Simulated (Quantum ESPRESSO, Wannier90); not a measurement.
# BiBrO (P4/nmm), plane waves to Wannier functions

Cell from Materials Project (mp-23072), symmetrised, no further relaxation. COD (Crystallography Open Database) has an entry of this formula and space group (matched by these alone). Computed values, not measurements, from PBEsol: Quantum ESPRESSO (norm-conserving PseudoDojo potentials, cutoff 68 Ry, spinors with spin-orbit coupling) on a Γ-centred 4×4×4 mesh, then Wannier90. Density: 8×8×4 mesh, Gaussian smearing 0.01 Ry.

```
begin unit_cell_cart
ang
    3.9278300000    0.0000000000    0.0000000000
    0.0000000000    3.9278300000    0.0000000000
    0.0000000000    0.0000000000    8.3943200000
end unit_cell_cart
mp_grid = 4 4 4
```

Task: Which shells of neighbouring k-points and which b-vectors and weights does Wannier90 pick for this cell and mesh?

Result: 
```
 *---------------------------------- K-MESH ----------------------------------*
 +----------------------------------------------------------------------------+
 |                    Distance to Nearest-Neighbour Shells                    |
 |                    ------------------------------------                    |
 |          Shell             Distance (Ang^-1)          Multiplicity         |
 |          -----             -----------------          ------------         |
 |             1                   0.187126                      2            |
 |             2                   0.374252                      2            |
 |             3                   0.399915                      4            |
 |             4                   0.441529                      8            |
 |             5                   0.547719                      8            |
 |             6                   0.561378                      2            |
 |             7                   0.565565                      4            |
 |             8                   0.595718                      8            |
       ... (lines left out)
 +----------------------------------------------------------------------------+
 | The b-vectors are chosen automatically                                     |
 | The following shells are used:                       1,  3                 |
 +----------------------------------------------------------------------------+
 |                        Shell   # Nearest-Neighbours                        |
 |                        -----   --------------------                        |
 |                          1               2                                 |
 |                          2               4                                 |
 +----------------------------------------------------------------------------+
 | Completeness relation is fully satisfied [Eq. (B1), PRB 56, 12847 (1997)]  |
 +----------------------------------------------------------------------------+
 |                  b_k Vectors (Ang^-1) and Weights (Ang^2)                  |
 |                  ----------------------------------------                  |
 |            No.         b_k(x)      b_k(y)      b_k(z)        w_b           |
 |            ---        --------------------------------     --------        |
 |             1         0.000000    0.000000    0.187126    14.279115        |
 |             2         0.000000    0.000000   -0.187126    14.279115        |
 |             3         0.000000    0.399915    0.000000     3.126336        |
 |             4         0.399915    0.000000    0.000000     3.126336        |
 |             5         0.000000   -0.399915    0.000000     3.126336        |
 |             6        -0.399915    0.000000    0.000000     3.126336        |
```
